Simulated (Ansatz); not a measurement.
The relaxed structure here is a generated cell of La: the first start was made by placing the elements on the sites of a structure type, and the end was not matched to a known phase here, so it may be hypothetical. Known forms of La include space group No. 194.

A relaxed cell of La (P6/mmm (No. 191)), relaxed on a k-mesh at least as fine as the one used below. Method: r2SCAN (plane waves to 500 eV, PAW, scalar-relativistic; Ansatz, a first-principles code). Γ-centred k-mesh 6×6×5 on the run's cell (coarser than for final values), Fermi–Dirac smearing 0.05 eV.

```
CELL_PARAMETERS angstrom
      5.97709     0.00000     0.00000
     -2.98855     5.17631     0.00000
      0.00000     0.00000     7.21761
ATOMIC_POSITIONS crystal
  La 0.00000 0.00000 0.00000
  La 0.00000 0.00000 0.50000
  La 0.33333 0.66667 0.25000
  La 0.33333 0.66667 0.75000
  La 0.66667 0.33333 0.25000
  La 0.66667 0.33333 0.75000
```

The atoms are displaced by (Å):

```tsv
atom	ux	uy	uz
La1	-0.093	-0.135	-0.009
La2	0.001	0.105	0.098
La3	-0.097	-0.103	-0.016
La4	-0.075	0.191	-0.049
La5	-0.215	-0.002	-0.080
La6	0.131	0.002	0.145
```

Task: What forces (eV/Å) and pressure result?

Result: 
```tsv
atom	Fx	Fy	Fz
La1	0.08	0.25	0.10
La2	-0.08	-0.15	-0.27
La3	-0.18	0.20	0.12
La4	0.19	-0.30	0.02
La5	0.28	-0.17	0.27
La6	-0.29	0.16	-0.24
```

Pressure 0.0 GPa.

No spin polarisation in the result.

The run that gave the undisplaced cell could not lose the symmetry of its start; a randomly shaken copy of 6 atoms returns to this structure.
